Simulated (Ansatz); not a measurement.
Input:

YTe:
```cif
data_TeY
_chemical_formula_sum 'Y1 Te1'
_space_group_name_H-M_alt 'P 1'
_space_group_IT_number 1
_cell_length_a 4.35921
_cell_length_b 4.35921
_cell_length_c 4.35921
_cell_angle_alpha 60.000
_cell_angle_beta 60.000
_cell_angle_gamma 60.000
loop_
_space_group_symop_operation_xyz
  'x, y, z'
loop_
_atom_site_label
_atom_site_type_symbol
_atom_site_fract_x
_atom_site_fract_y
_atom_site_fract_z
_atom_site_occupancy
Y1 Y 0.50000 0.50000 0.50000 1
Te1 Te 0.00000 0.00000 0.00000 1
```

This is the r²SCAN-relaxed structure.

**Question.** All from the program Ansatz at the r²SCAN level (PAW), unless another level is named. Give the density of states at the Fermi level.

**Answer.** 0.58 states/eV per atom (mean over ±0.08 eV).

**Question.** Give the formation energy from the elements (no fitted shifts).

**Answer.** -1.54 eV/atom.

**Question.** Predict the gap with spin–orbit coupling.

**Answer.** none (metallic).

Space group Fm-3m (rock salt). The workflow started from an entry of the Crystallography Open Database (COD). Whether it is the stable phase at ambient conditions was not checked. Symmetry was held in the r²SCAN relaxation; whether a distortion lowers the energy is not shown. No spin polarisation was allowed. With an odd number of electrons in the cell and no spin polarisation, the count alone makes it a metal. The references are the lowest solids computed at this level, not always the standard phases. Spin–orbit coupling is left out wherever it is not named.

Potentials: the later of the program's two PAW sets.
